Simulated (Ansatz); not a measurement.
HgPd: energy along a strain

HgPd, P4/mmm, a = 3.030 Å, c = 3.692 Å (as given, not relaxed at this level: 0.0 GPa). The structure is a COD entry; whether it is the stable form wasn't checked. Ansatz: PBEsol, PAW, 420 eV, Γ-centred 16×16×14 mesh on 2 atoms, Gaussian smearing 0.15 eV; no spin polarisation. Cell vectors (Å): 3.030 0.000 0.000; 0.000 3.030 0.000; 0.000 0.000 3.692. The cell is strained by x per cent times the pattern (0 1 0 0 0 0) in the order xx yy zz yz xz xy (engineering shears), with fractional coordinates held. y is the free energy over the start, V0 = 16.947 Å³/atom.

```tsv
x (%)	y (meV/atom)
-6.00	44.44
-4.50	23.37
-3.00	9.60
-1.50	2.11
0.00	0.00
1.50	2.38
3.00	8.38
4.50	17.34
5.25	?
6.00	28.79
```

**Question.** Fit y = c1 x + c2 x² + c3 x³ to the other rows, get the stiffness along the pattern, and predict the missing energy.

**Answer.** Least squares on the rows shown. y = 0.16173 x + 1.0135 x² − 0.040768 x³. The clamped-ion stiffness p·C·p = 2 × 10.14 eV × 160.2 / 16.947 Å³ = 192 GPa, which is C22 in these axes; c1 is there for the stress left in the start, which by itself gives a slope of 0.19 meV/atom per %. At x = 5.25 the fit asked for gives 22.88 meV/atom. The run gave 22.77 meV/atom, so the fit is 0.11 meV/atom too high, within the rms miss on the fitted rows (0.13 meV/atom).

Spin–orbit coupling is left out, which can shift energies with elements as heavy as these.